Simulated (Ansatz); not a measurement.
Starting cell, Cu (fcc, Cu type):

```
Cu
1.0
    0.00000     3.62969     3.62969
    1.81485     0.00000     1.81485
    1.81485     1.81485     0.00000
Cu
2
Cartesian
  0.00000   0.00000   0.00000
  1.81485   1.81485   3.62969
```

The atoms are displaced by Q × the pattern below (from a DFPT mode at L = (0.5, 0.0, 0.0), largest move 1; Q in Å), at fixed cell. It is one choice among 2 degenerate patterns. (q is in reciprocal vectors of the primitive cell; the cell shown is doubled to hold the pattern.)

```
atom       x       y       z
----  ------  ------  ------
Cu1   -0.285   0.520  -0.805
Cu2    0.285  -0.520   0.805
```

Calculation: PBE (plane waves to 420 eV, PAW, scalar-relativistic; Ansatz, a first-principles code). k mesh 11×22×22 (Γ-centred), Fermi-Dirac smearing 0.05 eV. With partly filled bands, energies and forces of such displacements shift with the k mesh and the smearing. Cu is run without spin polarisation. Cu was relaxed with its symmetry unable to fall.

At one point of the scan the forces (eV/Å) are:

```tsv
atom	Fx	Fy	Fz
Cu1	-0.041	0.073	-0.111
Cu2	0.041	-0.073	0.111
```

Problem. Which point is it?
A) Q = -0.187 Å
B) Q = -0.280 Å
C) Q = -0.140 Å
D) Q = -0.047 Å

Solution. D, Q = -0.047 Å

(A displaced cell: forces are minus the slopes of the energy, force constants its curvatures, and phonons follow from these.)
